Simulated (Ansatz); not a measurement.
CaO:
```xyz
2
Lattice="0.0000 2.5896 2.5896 2.5896 0.0000 2.5896 2.5896 2.5896 0.0000" Properties=species:S:1:pos:R:3 pbc="T T T"
Ca     0.0000     0.0000     0.0000
O      1.2948     1.2948     1.2948
```

This is the PBEsol-relaxed structure.

Problem. All from the program Ansatz at the PBEsol level (PAW), unless another level is named. Estimate the largest static χ(2) component.

Solution. 16 pm/V.

Problem. What about the static dielectric constant ε0 (ions relaxed, cell fixed)?

Solution. 7.07.

Problem. Predict the Born charges (a third of the trace).

Solution. Ca +2.09, O -2.09 e.

Problem. Predict the electronic dielectric constant ε∞ (DFPT).

Solution. 3.34.

Space group F-43m (zinc blende). The start of the workflow was typed in or built on a structure type; neither database checked (COD, Materials Project) lists it. It is not the phase usual at ambient conditions (space group No. 225). The cell was relaxed with PBEsol under the symmetry of its start; its stability against distortions is not shown here.

Potentials: the earlier of the program's two PAW sets. The files were generated under PBE; for other functionals the program regenerates the frozen cores, and for LDA and PBEsol the local potential too.
